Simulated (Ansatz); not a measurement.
A: CuI (zinc blende), a = b = c = 6.0793 Å, α = β = γ = 90.00°
B: PbSe (rock salt), a = b = c = 6.218 Å, α = β = γ = 90.00°
C: BP (zinc blende), a = b = c = 4.5484 Å, α = β = γ = 90.00°
D: BAs (zinc blende), a = b = c = 4.8093 Å, α = β = γ = 90.00°
E: VN (rock salt), a = b = c = 4.117 Å, α = β = γ = 90.00°

Scan: energy against volume (even scaling of the relaxed cell, symmetry kept). All come from one method, each on a k mesh of its own. All were relaxed with their symmetry unable to fall. CuI is run without spin polarisation. Spin-orbit coupling is left out. VN is run without spin polarisation.

Task: Order them by bulk modulus (fitted) (highest first) at the level PBE (plane waves to 420 eV, PAW, scalar-relativistic; Ansatz, a program for electronic structure).

Result: E (314 GPa), C (162 GPa), D (131 GPa), B (46.5 GPa), A (38.9 GPa)

(A scan under strain: stresses follow from slopes of the energy per volume, elastic moduli from its curvatures.)
